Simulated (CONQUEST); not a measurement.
Set-up for a self-consistent single point of ZnS (P6_3mc, 8 atoms in the cell; from Materials Project mp-560588, changed as shown).

```yaml
crystal:
  lattice:
    - [3.85527, 0.00000, 0.00000]
    - [0.00000, 6.67753, 0.00000]
    - [0.00000, 0.00000, 6.38227]
  atoms:
    - { symbol: Zn, position: [0.00000, 0.33333, 0.00014] }
    - { symbol: Zn, position: [0.50000, 0.16667, 0.50014] }
    - { symbol: Zn, position: [0.50000, 0.83333, 0.00014] }
    - { symbol: Zn, position: [0.00000, 0.66667, 0.50014] }
    - { symbol: S, position: [0.00000, 0.33333, 0.37486] }
    - { symbol: S, position: [0.50000, 0.16667, 0.87486] }
    - { symbol: S, position: [0.50000, 0.83333, 0.37486] }
    - { symbol: S, position: [0.00000, 0.66667, 0.87486] }
```

Level of theory: PBE, numerical atomic orbitals double-zeta with polarisation (the shipped basis), PseudoDojo norm-conserving potentials made for PBE (CONQUEST 1.3).

CONQUEST settings:

- basis: DZP
- Diag.MPMeshX, Y, Z: 6 4 4
- potentials: PseudoDojo norm-conserving PBE
- Grid.GridCutoff: 175 Ha
- DM.SolutionMethod: diagon
- Diag.kT: 0.0001 Ha
- Diag.GammaCentred: true
- minE.SCTolerance: 1.0e-06
- SC.MaxIters: 100
- SC.LinearMixingFactor: 0.3
- AtomMove.TypeOfRun: static

Results:

- Number of valence electrons: 104
- Number of bands: 128
- Number of k-points after the program's reduction: 74
- Size of the basis: 128
- Number of SCF iterations: 7
- FFT grid: 48 × 80 × 72
- Free energy E − TS: -23958.5103 eV
- Top of the valence band (on the code's own zero): -5.31 eV
- Gap on the k-point mesh: 2.18 eV
- Pressure: 1.05 GPa

Stress (GPa, positive for compression):
```
1.48  0.00  0.00
0.00  1.47  0.00
0.00  0.00  0.19
```

Gaps are taken between levels on the mesh.

For comparison: a first run was changed to give this one (lattice vector c scaled by 1.01), and from it to this one the free energy drops by 1.2 meV/atom, the pressure goes from 1.71 to 1.05 GPa and the gap on the mesh goes from 2.249 to 2.176 eV.

The program uses no crystal symmetry, so grid and mesh can part values that symmetry would make equal. The atom-centred basis is finite, which shifts total energies, pressures and gaps against plane waves. The structure comes from a collection of computed structures, made at another level of theory; the collection holds predicted forms beside known ones. Its lattice was then scaled.

Cost on one core: very roughly 120 core-seconds.
